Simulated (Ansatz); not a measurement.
input.yaml (Ansatz)

```yaml
crystal:
  lattice:
    - [0.0, 3.4741300437, 3.4741300437]
    - [3.4741300437, 0.0, 3.4741300437]
    - [3.4741300437, 3.4741300437, 0.0]
  atoms:
    - { symbol: Sb, position: [0.125, 0.125, 0.125] }
    - { symbol: Sb, position: [0.875, 0.875, 0.875] }
hamiltonian:
  xc: r2scan0
  pseudopotentials:
    kind: paw
    azcp:
      Sb: "pseudopotentials/Sb.paw.azcp"
basis:
  ecutwfc: 500
  fft_grid_basis: typed
kpoints:
  mp_grid: { grid: [4, 4, 4], shift: [0, 0, 0] }
magnetization:
  spin_polarized: false
scf:
  occupations: { method: fermi_dirac, width: 0.1 }
```

Output

```
Engine: ansatz 0.2.0, aarch64-unknown-linux-gnu
Pseudopotentials: kind: paw
Pseudopotential: Sb, paw, valence charge 15, recommended cutoff 500 eV (meta_gga) 
Functional definition: r2SCAN0
  parameter a = 0.25
  parameter k0 = 0.174
  parameter k1 = 0.065
  parameter a1 = 4.9479
  exchange = (1 - a)*r2scan_x(k0 = k0, k1 = k1, a1 = a1) + a*exact_x
  correlation = r2scan_c
Crystal: 2 atoms, lattice volume = 83.863 Å³
Basis set: ecut = 500 eV, 2109 PW (Γ), exchange–correlation on 144×144×144 points (64 copies of the dense FFT grid, shifted against one another)
Bands: 19, of which v1, the nominal top of the filled ones, is band 15 counted from 1 (14 counted from 0)
Symmetry: 48 space group operations
Space group: Fd-3m (ITA 227), of the structure as read, at distance tolerance 4.4e-5 Å
k-points: 8 of 64
Non-local potential: Sb, projectors of the file, l = 0: 2, l = 1: 2, l = 2: 2, l = 3: 2
PAW form: soft (Blöchl's): semilocal exchange-correlation on the pseudo side does not see the compensation charge
PAW frozen core: Sb, regenerated for the run's functional, and the local potential with it (the file was generated under x = pbe(κ = 0.804, μ = 0.2195149727645171), c = pbe(β = 0.06672455060314922))
PAW one-centre angular grid: Sb, 590 points (default); XC on 160 Gauss nodes
Initial density: superposition of atomic densities (neutral atoms: chi_scale 0, normalization atom), corrected by the library's trained network
Initial wavefunctions: pseudopotential atomic-orbital guess
Functional: x = r2scan, c = r2scan; τ floored in thin density (d = 2e-4 eV/Å³), warm-up for x = 0.75 r2scan + 0.25 exact, c = r2scan; τ floored in thin density (d = 2e-4 eV/Å³)
SCF iter   1: F=—  HF=-12997.643793 eV  |F-HF|=—  |Δ(HF+E_count)|=         —  Δρ=3.58e-3  dr2=4.45e-3  dr2_τ=5.39e-4  ethr=1.77e-3  ⟨swp⟩=9.2  Hψ=616  notcnv=0
SCF iter   2: F=—  HF=-12997.647157 eV  |F-HF|=—  |Δ(HF+E_count)|=   3.36e-3  Δρ=1.81e-3  dr2=1.05e-3  dr2_τ=2.69e-5  ethr=1.48e-5  ⟨swp⟩=3.0  Hψ=387  notcnv=0
iter 3 solved again at ethr=2.26e-8 eV; its pass at ethr=3.49e-6 eV (dr2=6.79e-6 eV) is discarded
SCF iter   3: F=—  HF=-12997.647469 eV  |F-HF|=—  |Δ(HF+E_count)|=   3.12e-4  Δρ=6.62e-5  dr2=8.00e-6  dr2_τ=1.09e-7  ethr=2.26e-8  ⟨swp⟩=4.1  Hψ=728  notcnv=0
SCF iter   4: F=—  HF=-12997.647470 eV  |F-HF|=—  |Δ(HF+E_count)|=   1.71e-6  Δρ=3.49e-5  dr2=2.22e-6  dr2_τ=3.27e-8  ethr=2.26e-8  ⟨swp⟩=3.6  Hψ=325  notcnv=0
SCF iter   5: F=—  HF=-12997.647470 eV  |F-HF|=—  |Δ(HF+E_count)|=   3.87e-7  Δρ=1.35e-5  dr2=1.55e-7  dr2_τ=4.40e-9  ethr=7.41e-9  ⟨swp⟩=3.1  Hψ=318  notcnv=0
SCF iter   6: F=—  HF=-12997.647470 eV  |F-HF|=—  |Δ(HF+E_count)|=   6.63e-9  Δρ=2.59e-6  dr2=5.11e-9  dr2_τ=5.22e-11  ethr=5.15e-10  ⟨swp⟩=3.5  Hψ=314  notcnv=0
SCF iter   7: F=-12997.647470 eV  HF=-12997.647470 eV  |F-HF|=6.91e-11  |Δ(HF+E_count)|=   2.02e-9  Δρ=6.73e-7  dr2=2.09e-10  dr2_τ=1.48e-11  ethr=1.70e-11  ⟨swp⟩=3.6  Hψ=384  notcnv=0
SCF 1 converged in 7 iterations: F = -12997.647470 eV  dr2 = 2.09e-10
Initial density: handed on by an earlier stage of this run
Initial wavefunctions: those handed on with the density
Functional: x = 0.75 r2scan + 0.25 exact, c = r2scan; τ floored in thin density (d = 2e-4 eV/Å³)
Frozen-core exchange: fock
iter 1 solved again at ethr=2.17e-6 eV; its pass at ethr=1.00e-1 eV (dr2=6.52e-4 eV) is discarded
SCF iter   1: F=—  HF=-12997.285590 eV  |F-HF|=—  |Δ(HF+E_count)|=         —  Δρ=1.43e-3  dr2=1.84e-3  dr2_τ=1.00e-4  ethr=2.17e-6  ⟨swp⟩=5.4  Hψ=884  notcnv=0
SCF iter   2: F=—  HF=-12997.285455 eV  |F-HF|=—  |Δ(HF+E_count)|=   1.35e-4  Δρ=6.17e-4  dr2=8.62e-4  dr2_τ=4.42e-6  ethr=2.17e-6  ⟨swp⟩=2.4  Hψ=276  notcnv=0
SCF iter   3: F=—  HF=-12997.285462 eV  |F-HF|=—  |Δ(HF+E_count)|=   6.83e-6  Δρ=4.14e-5  dr2=6.27e-4  dr2_τ=3.31e-8  ethr=7.84e-7  ⟨swp⟩=3.0  Hψ=286  notcnv=0
SCF iter   4: F=—  HF=-12997.289890 eV  |F-HF|=—  |Δ(HF+E_count)|=   4.43e-3  Δρ=2.48e-4  dr2=4.21e-5  dr2_τ=3.99e-7  ethr=3.97e-9  ⟨swp⟩=5.2  Hψ=641  notcnv=0
SCF iter   5: F=—  HF=-12997.289885 eV  |F-HF|=—  |Δ(HF+E_count)|=   4.61e-6  Δρ=1.48e-5  dr2=1.23e-5  dr2_τ=7.76e-9  ethr=3.97e-9  ⟨swp⟩=4.0  Hψ=415  notcnv=0
SCF iter   6: F=-12997.289983 eV  HF=-12997.289983 eV  |F-HF|=2.53e-7  |Δ(HF+E_count)|=   9.80e-5  Δρ=4.67e-5  dr2=1.11e-6  dr2_τ=1.57e-8  ethr=2.54e-10  ⟨swp⟩=5.2  Hψ=623  notcnv=0
SCF 2 stopped early in 6 iterations: F = -12997.289983 eV  dr2 = 1.11e-6
hybrid outer 1: dexx = +4.987e-3 eV, tail = 2.89e-5 eV
Frozen-core exchange: fock
SCF iter   1: F=—  HF=-12997.289737 eV  |F-HF|=—  |Δ(HF+E_count)|=         —  Δρ=3.83e-5  dr2=2.70e-6  dr2_τ=3.82e-8  ethr=4.81e-7  ⟨swp⟩=3.5  Hψ=358  notcnv=0
iter 2 solved again at ethr=9.87e-11 eV; its pass at ethr=3.35e-9 eV (dr2=2.96e-8 eV) is discarded
SCF iter   2: F=—  HF=-12997.289737 eV  |F-HF|=—  |Δ(HF+E_count)|=   8.81e-9  Δρ=8.65e-6  dr2=1.67e-6  dr2_τ=2.67e-9  ethr=9.87e-11  ⟨swp⟩=2.6  Hψ=714  notcnv=0  defer=1
SCF iter   3: F=—  HF=-12997.289769 eV  |F-HF|=—  |Δ(HF+E_count)|=   3.19e-5  Δρ=1.20e-5  dr2=1.60e-7  dr2_τ=3.99e-9  ethr=9.77e-11  ⟨swp⟩=4.4  Hψ=539  notcnv=0
SCF iter   4: F=-12997.289769 eV  HF=-12997.289769 eV  |F-HF|=1.08e-9  |Δ(HF+E_count)|=   5.87e-8  Δρ=1.42e-6  dr2=1.75e-8  dr2_τ=2.98e-10  ethr=9.77e-11  ⟨swp⟩=3.6  Hψ=320  notcnv=0
SCF 3 converged in 4 iterations: F = -12997.289769 eV  dr2 = 1.75e-8
hybrid outer 2: dexx = +9.135e-7 eV, tail = 5.11e-8 eV, Δε = 1.06e-3 eV (about 6.07e-5 eV left of the loop's levels)
hybrid SCF converged: 2 outer / 10 inner (+7 warm-up), last move |dexx| = 9.13e-7 eV, tail = 5.11e-8 eV
Stability not checked: this state was not tested for a lower state beside it, because the functional holds exact exchange (a hybrid, or Hartree-Fock), whose exchange loop this test does not read (fock_operator; see scf.lower_state_search)
Free energy (F): -12997.289769 eV
Frozen-core exchange: fock
Harris-Foulkes:  -12997.289769 eV  (|F-HF|=1.08e-9)
Internal energy: -12997.275033 eV  (E = F + TS)
E sigma→0 (E₀):  -12997.282401 eV
Entropy (-TS):   -0.014735 eV (-7.368 meV/atom)
Fermi energy:    5.693056 eV
--- Per-component energies (eV) ---
  E_band       = -541.092156
  E_kinetic    = 409.515111
  E_local      = -3918.959483  (includes V_loc(G=0)·N_el)
  E_nonlocal   = 722.613212
  E_hartree    = 1755.394003
  E_xc         = -196.505111
  E_vxc        = -156.513588  (∫ρ·V_xc dr)
  E_exx        = -92.804060  (= α·E_x^exact, valence–valence)
  E_paw        = -9165.507395  (= ΣΔE_a)
  E_vpaw       = -932.722525  (= ΣTr[D̂ρ^β])
  E_aug_tail   = -0.000001  (compensation charges beyond the density's cutoff)
  E_vtau       = 9.792421  (kinetic-family band-sum trace: ∫τ·v_τ [+ j·A + Jᵃ·Aᵃ] dr)
  E_ewald      = -2511.822493
  E_core_change = 0.801184  (= ΣΔE_core)
  E_smearing   = -0.014735  (= −TS)
  E_closure    = -0.000000  (closes the sum)
  Σ components = -12997.289769   (vs F -12997.289769, Δ=1.82e-12)
--- Band table (eV; the first three rows and the last of 8) ---
  k-point 0: bands = ["-26.9324", "-26.9324", "-26.9324", "-26.9031", "-26.9031", "-26.8032", "-26.8032", "-26.7986", "-26.7986", "-26.7986", "-7.8546", "-0.3598", "3.3528", "3.3528", "3.3528", "6.8520", "6.8520"]
  k-point 1: bands = ["-26.9403", "-26.9403", "-26.9263", "-26.8909", "-26.8909", "-26.8182", "-26.8182", "-26.8049", "-26.7869", "-26.7869", "-7.3712", "-2.1589", "2.7944", "2.7944", "3.3388", "7.6432", "7.6432"]
  k-point 2: bands = ["-26.9448", "-26.9448", "-26.9195", "-26.8827", "-26.8827", "-26.8250", "-26.8250", "-26.8116", "-26.7828", "-26.7828", "-6.5852", "-3.7960", "2.4132", "2.4132", "2.9883", "8.0745", "8.0745"]
  k-point 7: bands = ["-26.9555", "-26.9555", "-26.8774", "-26.8774", "-26.8546", "-26.8546", "-26.8414", "-26.8414", "-26.7712", "-26.7712", "-5.2576", "-5.2576", "1.0241", "1.0241", "7.1278", "7.1278", "9.2013"]
  guard bands above this table: 2 of the run's 19 bands. The solve was not asked for them (output.publish_guard_bands: true or output.eigenvalues: true publishes all)
```

Launched by

```sh
ansatz run input.yaml --threads 4 --pin off --max-ram 8192MiB --backend cpu --events-out ev --progress --plain --runs-dir out
```

On 4 threads of Arm Neoverse V2 (shared host) this took about 5.3 s of wall time and 18 s of CPU time, with 1.4 GiB at the peak.
